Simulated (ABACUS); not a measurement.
Set-up for a self-consistent single point of MgCdS2 (Pmm2, 4 atoms in the cell; from Materials Project mp-1222003, changed as shown).

```
MgCdS2
1.0
    3.80768     0.00000     0.00000
    0.00000     3.80768     0.00000
    0.00000     0.00000     5.38570
Mg Cd S
1 1 2
Cartesian
  1.90384   1.90384   2.69285
  0.00000   0.00000   0.00000
  0.00000   0.00000   2.69285
  1.90384   1.98384   0.00000
```

Level of theory: LDA (PW92), PseudoDojo 0.4 standard norm-conserving LDA (tails mended) pseudopotentials (plane waves; ABACUS 3.10.1).

ABACUS settings:

- KPT: Gamma 6 6 4 0 0 0
- basis_type: pw
- dft_functional: PWLDA
- ecutwfc: 102 Ry
- smearing_method: fd
- smearing_sigma: 0.00146997 Ry
- potentials: PseudoDojo 0.4 standard norm-conserving LDA (tails mended)
- symmetry: 1
- symmetry_prec: 1e-05
- ks_solver: dav
- scf_nmax: 100
- scf_thr: 1.0e-09 Ry
- mixing_type: broyden
- mixing_beta: 0.7

Results:

- Number of valence electrons = 42
- Number of bands = 31
- Number of k-points after the program's reduction = 48
- Number of plane waves (most at a k-point) = 9200
- Number of SCF iterations = 8
- FFT grid = 48 × 48 × 72
- Free energy E − TS = -6988.6026 eV
- Fermi level (on the code's own zero) = 8.02 eV
- Pressure = -5.33 GPa
- Largest force (vector length) = 0.265 eV/Å

Forces (eV/Å):
```json
[
 {"atom": "Mg1", "Fx": "0.000", "Fy": "0.008", "Fz": "0.000"},
 {"atom": "Cd2", "Fx": "0.000", "Fy": "0.163", "Fz": "0.000"},
 {"atom": "S3", "Fx": "0.000", "Fy": "0.094", "Fz": "0.000"},
 {"atom": "S4", "Fx": "0.000", "Fy": "-0.265", "Fz": "0.000"}
]
```

Stress (GPa, positive for compression):
```
-5.23   0.00   0.00
 0.00  -5.31   0.00
 0.00   0.00  -5.46
```

For comparison: a first run was changed to give this one (atom 4 moved by +0.08 angstrom along y), and from it to this one the free energy goes up by 2.6 meV/atom, the pressure goes from -5.45 to -5.33 GPa and the largest force goes from 0.000 to 0.265 eV/Å.

The structure comes from a collection of computed structures, made at another level of theory; the collection holds predicted forms beside known ones. No clean gap shows at this smearing width and mesh (spacing up to 0.29 Å⁻¹); the mesh is coarse for partly filled bands, so the values carry mesh errors. Semi-local functionals can close small gaps.

Cost on one core: very roughly 4 core-minutes.

“Tails mended”: in these copies of the files the far tail of each local potential was reset to the Coulomb form.
